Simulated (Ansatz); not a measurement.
Al₃Ru₂: from a starting cell to a relaxed one

The start is a relaxed Al3Ru2 cell with one Al and one Ru atom exchanged in a cell of 5 atoms. The structure is fully relaxed (lattice and positions, P = 0) with PBEsol (plane waves to 420 eV, PAW, scalar-relativistic; Ansatz, a quantum-chemistry and plane-wave program). The first steps use a coarse 15×15×15 k-mesh.

The start:
```
CELL_PARAMETERS angstrom
     -1.53662     1.53662     7.12653
      1.53662    -1.53662     7.12653
      1.53662     1.53662    -7.12653
ATOMIC_POSITIONS crystal
  Al 0.00000 0.00000 0.00000
  Ru 0.80624 0.80624 0.00000
  Al 0.19376 0.19376 0.00000
  Al 0.60565 0.60565 0.00000
  Ru 0.39435 0.39435 0.00000
```

Problem. Which atoms feel the largest initial force, and how large is it?

Solution. 3.61 eV/Å, on Ru2 (atoms numbered as listed).

Problem. How does the volume change?

Solution. +6.0 %, from 13.46 to 14.27 Å³/atom.

Problem. Is the parent structure recovered?

Solution. It does not go back: it is caught in I4/mmm (No. 139), 0.45 eV/atom above the parent.

Problem. How do the shortest distances between atoms change?

Solution. The closest pairs of elements (up to four, under 3.6 Å), start → end: Al–Ru 2.64 → 2.49 Å; Al–Al 2.51 → 2.74 Å; Ru–Ru 2.51 → 2.90 Å.

Problem. Is the relaxed structure metallic? Give its gap.

Solution. Zero (metallic).

Final values are on a 20×20×20 k-mesh of the relaxed cell. No spin polarisation in the result.

The run could not lose the symmetry of its start.

Of the parent cell (I4/mmm (No. 139)): The relaxation started from an entry of Materials Project.

The runs began from a structure in Materials Project; this end point is another cell, not compared with measured phases.
